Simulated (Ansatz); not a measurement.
All numbers below come from DFT PBE, scalar-relativistic, plane waves, PAW in Ansatz 0.2.0. Settings: cutoff 420 eV, Γ-centred meshes spaced at most about 0.3 Å⁻¹, and about 0.25 Å⁻¹ or finer for metals (2π included), Gaussian smearing. No spin polarisation in the final relaxations.

These are static total energies at zero pressure.

Two forms of LaTaTl₃ were relaxed alike.

A.

```cif
data_structure
_symmetry_space_group_name_H-M 'P4/mmm'
_symmetry_Int_Tables_number 123
_cell_length_a 4.2674
_cell_length_b 4.2674
_cell_length_c 8.6551
_cell_angle_alpha 90.000
_cell_angle_beta 90.000
_cell_angle_gamma 90.000
_cell_volume 157.62
loop_
_atom_site_label
_atom_site_type_symbol
_atom_site_symmetry_multiplicity
_atom_site_Wyckoff_symbol
_atom_site_fract_x
_atom_site_fract_y
_atom_site_fract_z
_atom_site_occupancy
La1 La 1 a 0.00000 0.00000 0.00000 1
Ta1 Ta 1 c 0.50000 0.50000 0.00000 1
Tl1 Tl 1 b 0.00000 0.00000 0.50000 1
Tl2 Tl 2 h 0.50000 0.50000 0.31998 1
```

B.

```cif
data_structure
_symmetry_space_group_name_H-M 'R-3m:H'
_symmetry_Int_Tables_number 166
_cell_length_a 6.0082
_cell_length_b 6.0082
_cell_length_c 17.2261
_cell_angle_alpha 90.000
_cell_angle_beta 90.000
_cell_angle_gamma 120.000
_cell_volume 538.52
loop_
_atom_site_label
_atom_site_type_symbol
_atom_site_symmetry_multiplicity
_atom_site_Wyckoff_symbol
_atom_site_fract_x
_atom_site_fract_y
_atom_site_fract_z
_atom_site_occupancy
La1 La 3 a 0.00000 0.00000 0.00000 1
Ta1 Ta 3 b 0.66667 0.33333 0.83333 1
Tl1 Tl 9 d 0.16667 0.33333 0.83333 1
```

Task: Which form is favoured at zero pressure, and by what margin per atom?

Result: A is lower, by 296 meV/atom. A has space group P4/mmm (No. 123), 31.5 Å³/atom and no gap on its mesh; B has space group R-3m (No. 166), 35.9 Å³/atom and no gap. Counting all near atoms (those within 1.25 times the shortest distance at each site; a plus sign parts nearer from farther groups; a slash parts the counts of unlike sites), A has La 4, Ta 6, Tl 1+5/8 and B has La 6, Ta 6, Tl 6+2. The denser one is the lower, and pressure would at first widen the difference. Even the lower one lies +0.57 eV/atom against the reference forms of the elements (uncorrected), so neither is stable at this level. In A, around La lie 4 Ta at 3.02 Å, 10 Tl at 4.10–4.33 Å and 4 La at 4.27 Å; Ta is surrounded by 2 Tl at 2.77 Å and 4 La at 3.02 Å; around Tl on a site of symmetry 4/mmm lie 8 Tl at 3.40 Å; 1 more site not described. In B, around La lie 6 Tl at 3.35 Å; Ta is surrounded by 6 Tl at 3.00 Å; Tl has 4 Tl at 3.00 Å, 2 Ta at 3.00 Å and 2 La at 3.35 Å. Both come from invented guesses. A third cell relaxed alike, in Pm-3m, lies 255 meV/atom below the lower of the two.

These runs have no spin–orbit coupling, which can matter for Ta and Tl. A magnetic state wasn't ruled out in cells without spin, among them P4/mmm, R-3m. Cells relaxed within their symmetry can be saddle points.
